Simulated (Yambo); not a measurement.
Absorption of a free-standing SnS2 monolayer (symmetry P-3m1, slab cell 15.9 Å high) with and without the electron-hole interaction (Yambo, PBE bands; 18×18×1 mesh, 5 valence and 4 conduction bands, static screening with 52 bands and a 3 Ry block, scissor 1.56 eV, Tamm-Dancoff, stochastic integration of W near q = 0; field along x).

| E (eV) | Im α, BSE (Å) | Im α, independent quasiparticles (Å) |
|---|---|---|
| 1.45 | 0.08 | 0.03 |
| 1.55 | 0.08 | 0.04 |
| 1.65 | 0.09 | 0.04 |
| 1.75 | 0.10 | 0.04 |
| 1.85 | 0.11 | 0.04 |
| 1.95 | 0.12 | 0.04 |
| 2.05 | 0.13 | 0.05 |
| 2.15 | 0.15 | 0.05 |
| 2.25 | 0.17 | 0.05 |
| 2.35 | 0.19 | 0.06 |
| 2.45 | 0.23 | 0.06 |
| 2.55 | 0.29 | 0.06 |
| 2.65 | 0.41 | 0.07 |
| 2.75 | 0.67 | 0.07 |
| 2.85 | 0.88 | 0.08 |
| 2.95 | 1.12 | 0.09 |
| 3.05 | 1.19 | 0.10 |
| 3.15 | 1.17 | 0.11 |
| 3.25 | 1.48 | 0.13 |
| 3.35 | 2.56 | 0.17 |
| 3.45 | 4.38 | 0.23 |
| 3.55 | 5.00 | 0.33 |
| 3.65 | 4.15 | 0.43 |
| 3.75 | 5.47 | 0.53 |
| 3.85 | 6.68 | 0.64 |
| 3.95 | 5.43 | 0.68 |
| 4.05 | 6.15 | 0.87 |
| 4.15 | 6.95 | 1.07 |
| 4.25 | 10.7 | 1.04 |
| 4.35 | 16.4 | 1.35 |
| 4.45 | 11.3 | 1.80 |
| 4.55 | 6.15 | 1.94 |
| 4.65 | 5.63 | 2.58 |
| 4.75 | 6.17 | 2.73 |
| 4.85 | 4.53 | 2.63 |
| 4.95 | 3.50 | 2.72 |
| 5.05 | 3.96 | 2.92 |
| 5.15 | 4.32 | 3.00 |
| 5.25 | 5.92 | 3.88 |
| 5.35 | 8.82 | 5.29 |
| 5.45 | 8.59 | 6.43 |
| 5.55 | 9.56 | 8.26 |
| 5.65 | 5.44 | 9.19 |
| 5.75 | 3.35 | 6.90 |
| 5.85 | 2.59 | 5.41 |
| 5.95 | 2.66 | 4.41 |
| 6.05 | 2.69 | 4.76 |
| 6.15 | 3.07 | 4.86 |
| 6.25 | 3.12 | 5.67 |
| 6.35 | 2.89 | 5.04 |
| 6.45 | 3.42 | 5.49 |
| 6.55 | 3.59 | 6.28 |
| 6.65 | 3.40 | 8.03 |
| 6.75 | 3.26 | 7.26 |
| 6.85 | 2.83 | 8.57 |
| 6.95 | 3.20 | 6.79 |
| 7.05 | 3.85 | 5.32 |
| 7.15 | 3.19 | 5.10 |
| 7.25 | 2.20 | 4.99 |
| 7.35 | 1.69 | 5.18 |
| 7.45 | 1.29 | 5.40 |
| 7.55 | 1.23 | 4.99 |
| 7.65 | 1.42 | 4.56 |
| 7.75 | 1.43 | 3.62 |
| 7.85 | 1.28 | 3.50 |
| 7.95 | 1.13 | 4.49 |
| 8.05 | 1.01 | 5.04 |
| 8.15 | 0.91 | 4.62 |
| 8.25 | 0.79 | 4.46 |
| 8.35 | 0.78 | 4.11 |

The scissor comes from a G0W0 run whose convergence isn't established. Broadening 0.1 eV. The band window holds all transitions up to 8.5 eV. Fine structure above the onset can come from the mesh.

Spin-orbit splittings are left out.

Geometry relaxed with PBE+D3(BJ); primitive cell a = b = 3.6651 Å, c = 15.9000 Å, α = β = 90.00°, γ = 120.00°.

The potentials are those of PseudoDojo's stringent table.
